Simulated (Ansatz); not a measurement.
**NiSb: do energies and stresses tell the same story?**

Theory: Ansatz 0.2.0, DFT PBEsol, scalar-relativistic, plane waves, PAW.

Plane waves to 420 eV, a k mesh through Γ of 12×12×8 on the computed 4-atom cell and Gaussian smearing (0.10 eV); no spin polarisation.

Relaxed cell: P6_3/mmc, a = 3.916 Å, b = 3.916 Å, c = 5.070 Å, α = 90.00°, β = 90.00°, γ = 120.00°, 4 atoms in the primitive cell. Whether it is the stable form of this composition wasn't checked.

Energies at zero smearing and pressures from the stress tensor, at volumes with shape and atoms relaxed:
```json
{"V (Å³/atom)": "14.814", "E − E(first) (meV/atom)": "0.00", "P (GPa)": "22.79"}
{"V (Å³/atom)": "15.319", "E − E(first) (meV/atom)": "-59.98", "P (GPa)": "15.52"}
{"V (Å³/atom)": "15.824", "E − E(first) (meV/atom)": "-99.05", "P (GPa)": "9.43"}
{"V (Å³/atom)": "16.329", "E − E(first) (meV/atom)": "-120.52", "P (GPa)": "4.30"}
{"V (Å³/atom)": "16.834", "E − E(first) (meV/atom)": "-127.11", "P (GPa)": "0.00"}
{"V (Å³/atom)": "17.339", "E − E(first) (meV/atom)": "-121.23", "P (GPa)": "-3.59"}
{"V (Å³/atom)": "17.844", "E − E(first) (meV/atom)": "-104.94", "P (GPa)": "-6.59"}
{"V (Å³/atom)": "18.517", "E − E(first) (meV/atom)": "-69.99", "P (GPa)": "-9.81"}
```

Q: Check P = −dE/dV between neighbouring volumes, and get the bulk modulus from the pressures alone.

A: With 1 eV/Å³ = 160.2 GPa:
```csv
middle V (Å³/atom),−ΔE/ΔV (GPa),mean P (GPa)
15.066,19.029,19.154
15.571,12.396,12.472
16.077,6.810,6.866
16.582,2.089,2.154
17.087,-1.865,-1.793
17.592,-5.167,-5.089
18.181,-8.316,-8.200
```

The two differ by 0.13 GPa at most. The mean of two end pressures misses the average over a step by about ΔV² P″/12, up to 0.10 GPa here; with that taken off 0.04 GPa remains. The stress is the derivative of the free energy, not of the energy at zero smearing, and with free energies 0.01 GPa remains. Around V = 16.834 Å³/atom, the two neighbours give B = −V ΔP/ΔV = 16.834 × 7.89 / 1.010 = 131.6 GPa, against B0 = 130.9 GPa from the Birch–Murnaghan fit of the energies.

Spin-orbit coupling is left out, which matters for the bands of heavy elements.

A ferromagnetic start lost its moments in a first run, so spin was left out; other magnetic orders weren't tried.